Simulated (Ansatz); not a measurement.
SiP2O7: O-17 NMR of the central transition

Cell: a Materials Project structure (computed, not necessarily an observed phase), taken as it stands.

```cif
data_SiP2O7
_symmetry_space_group_name_H-M 'P2_1/c'
_symmetry_Int_Tables_number 14
_cell_length_a 4.3452
_cell_length_b 7.2353
_cell_length_c 6.3556
_cell_angle_alpha 90.000
_cell_angle_beta 103.687
_cell_angle_gamma 90.000
loop_
_atom_site_label
_atom_site_type_symbol
_atom_site_symmetry_multiplicity
_atom_site_Wyckoff_symbol
_atom_site_fract_x
_atom_site_fract_y
_atom_site_fract_z
Si Si 2 b 0.5000 0.0000 0.0000
P P 4 e 0.1125 0.1115 0.3167
O7 O 4 e 0.3498 0.9894 0.2369
O11 O 4 e 0.2637 0.2920 0.4085
O15 O 4 e 0.8097 0.1425 0.1396
O19 O 2 c 0.0000 0.0000 0.5000
```

One atom of each set is listed.

Method: Kohn–Sham DFT in Ansatz, PBE, plane waves and PAW, scalar-relativistic, 420 eV cutoff, Γ-centred 5×3×4 k-points, Fermi–Dirac smearing 0.02 eV.

O-17 has I = 5/2 and Q = -25.58 mb (Pyykkö 2018); at 14.1 T its Larmor frequency is ν₀ = 81.4 MHz. Only the quadrupole interaction is simulated: positions count from each site's isotropic chemical shift, and J coupling is left out, as are shift anisotropy and dipolar coupling, which fast spinning averages.

Simulated pattern of one O site (fast magic-angle spinning, Gaussian broadening 0.8 kHz):

```
offset (kHz)  height
      -21.42       0
      -20.56       3
      -19.70       5
      -18.84       6
      -17.98       6
      -17.12       6
      -16.26       6
      -15.40       7
      -14.54       7
      -13.68      17
      -12.82      73
      -11.96      65
      -11.10      48
      -10.23      42
       -9.37      40
       -8.51      39
       -7.65      40
       -6.79      42
       -5.93      45
       -5.07      52
       -4.21      69
       -3.35     100
       -2.49      37
       -1.63       1
```

Question: Which |C_Q| and η does the pattern imply?

Answer: The pattern spans 18.0 kHz before broadening and its centre of gravity is at -8.27 kHz, which fixes P_Q; the places of the horns and steps fix η. That gives P_Q = 10.6 MHz, |C_Q| = 10.6 MHz and η = 0.06, the values that the calculation gives site O19 (2 P at 1.59 Å, angle 180°). The other sites have |C_Q| = 7.79, 8.70, 7.94 MHz. The sign of C_Q can't be read from the pattern.

At O19 V_zz points along the line of its two bonds (within 3°).
